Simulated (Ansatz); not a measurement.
Computed with DFT PBE, scalar-relativistic, plane waves, PAW (Ansatz). Settings: cutoff 420 eV, Γ-centred meshes spaced at most about 0.3 Å⁻¹, and about 0.25 Å⁻¹ or finer for metals (2π included), Gaussian smearing. Collinear spin in cells that started with moments and kept them past the coarse steps, no spin elsewhere.

Temperature and zero-point effects are left out. All come from trial cells, and lower structures may exist.

Task: Order these relaxed structures of MgO₅ by energy, lowest first, with the energy over the lowest of them.
A.

Space group R32:H (No. 155). a = 4.992 Å, b = 4.992 Å, c = 9.215 Å, α = 90.00°, β = 90.00°, γ = 120.00°
```
atom  site  symmetry       x       y       z
  Mg    3b        32  0.3333  0.6667  0.1667
   O    9d        .2  0.4399  0.4399  0.0000
   O    6c        3. 0.3333  0.6667  0.7814
```

B.

Space group F-43m (No. 216). a = 7.483 Å, b = 7.483 Å, c = 7.483 Å, α = 90.00°, β = 90.00°, γ = 90.00°
```json
{"atom": "Mg", "site": "4a", "symmetry": "-43m", "x": "0.0000", "y": "0.0000", "z": "0.0000"}
{"atom": "O", "site": "16e", "symmetry": ".3m", "x": "0.1529", "y": "0.1529", "z": "0.8471"}
{"atom": "O", "site": "4b", "symmetry": "-43m", "x": "0.5000", "y": "0.0000", "z": "0.0000"}
```

C.

Space group P6/mmm (No. 191). a = 4.249 Å, b = 4.249 Å, c = 3.685 Å, α = 90.00°, β = 90.00°, γ = 120.00°
```tsv
atom	site	symmetry	x	y	z
Mg	1b	6/mmm	0.0000	0.0000	0.5000
O	2d	-6m2	0.3333	0.6667	0.5000
O	1a	6/mmm	0.0000	0.0000	0.0000
O	2c	-6m2	0.3333	0.6667	0.0000
```

D.

Space group P4/mmm (No. 123). a = 3.048 Å, b = 3.048 Å, c = 6.689 Å, α = 90.00°, β = 90.00°, γ = 90.00°
```
atom  site  symmetry       x       y       z
  Mg    1d     4/mmm  0.5000  0.5000  0.5000
   O    2h       4mm  0.5000  0.5000  0.1697
   O    2f      mmm. 0.0000  0.5000  0.0000
   O    1b     4/mmm  0.0000  0.0000  0.5000
```

Result: C (0 meV/atom), D (121 meV/atom), A (211 meV/atom), B (514 meV/atom). Forms: C P6/mmm, moments up to 0.9 μB; D P4/mmm, moments up to 0.3 μB; A R32, moments up to 1.7 μB; B F-43m, moments up to 1.9 μB. Counting O atoms around Mg (those within 1.25 times the shortest such distance or 1.15 times the sum of covalent radii): C has Mg 2; D has Mg 6; A has Mg 6; B has Mg 4. Even the lowest lies +0.46 eV/atom against the elements.

The magnetic state reached may not be the lowest. Cells relaxed within their symmetry can be saddle points. Some candidate types were left out of the draw beforehand, so a known form may be missing.
